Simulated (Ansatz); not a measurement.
Here is the system:

TiSb$_{2}$:
```
CELL_PARAMETERS angstrom
     -3.34811     3.34811     2.90124
      3.34811    -3.34811     2.90124
      3.34811     3.34811    -2.90124
ATOMIC_POSITIONS crystal
  Ti 0.25000 0.25000 0.00000
  Ti 0.75000 0.75000 0.00000
  Sb 0.65175 0.84825 0.50000
  Sb 0.34825 0.15175 0.50000
  Sb 0.84825 0.34825 0.19651
  Sb 0.15175 0.65175 0.80349
```

This is the r²SCAN-relaxed structure.

### Question
All from plane-wave PAW r²SCAN (Ansatz code), unless another level is named. Predict the electronic character.

### Answer
metallic (no gap).

### Question
What about the formation energy from the elements (no fitted shifts)?

### Answer
-0.42 eV/atom.

### Question
Give the density of states at the Fermi level.

### Answer
0.14 states/eV per atom (mean over ±0.08 eV).

Space group I4/mcm. The first step of the workflow began from a Materials Project structure, measured or hypothetical; the Crystallography Open Database files this formula in space group No. 140, but the cells were not matched. Whether it is the stable phase at ambient conditions was not checked. The cell was relaxed with r²SCAN under the symmetry of its start; whether a distortion lowers the energy is not shown. No spin polarisation was allowed. The references are the lowest solids computed at this level, not always the standard phases. Spin–orbit coupling is left out wherever it is not named.

Potentials: the later of the program's two PAW sets.
